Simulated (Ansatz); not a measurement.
ScAu (CsCl type, space group No. 221), PBE (plane waves, PAW; program Ansatz), all energies at zero smearing, with the estimated change up to a 700 eV cutoff added, with one set of potentials and settings (totals compare only within such a set). Cell of 2 atoms (1 Sc, 1 Au): -15286.772 eV.

| element | reference phase | E (eV/atom) |
|---|---|---|
| Sc | P6_3/mmc, 2 atoms in the cell | -2135.8097 |
| Au | Fm-3m, 1 atoms in the cell | -13149.3277 |

Formation energy per atom, worked out: (-15286.772 − 1×(-2135.8097) − 1×(-13149.3277))/2 = -0.817 eV/atom (-79 kJ per mol of atoms), at 0 K, without zero-point energy or fitted corrections.

Space group Pm-3m (CsCl type). The first step of the workflow began from a Materials Project structure, measured or hypothetical; the Crystallography Open Database files this formula in space group No. 221, but the cells were not matched. Its standing as an ambient phase is unchecked. The cell was relaxed with PBE under the symmetry of its start; whether a distortion lowers the energy is not shown. The run is not spin-polarised. The references are the lowest solids computed at this level, not always the standard phases. Spin–orbit coupling is left out wherever it is not named.

Potentials: the later of the program's two PAW sets.
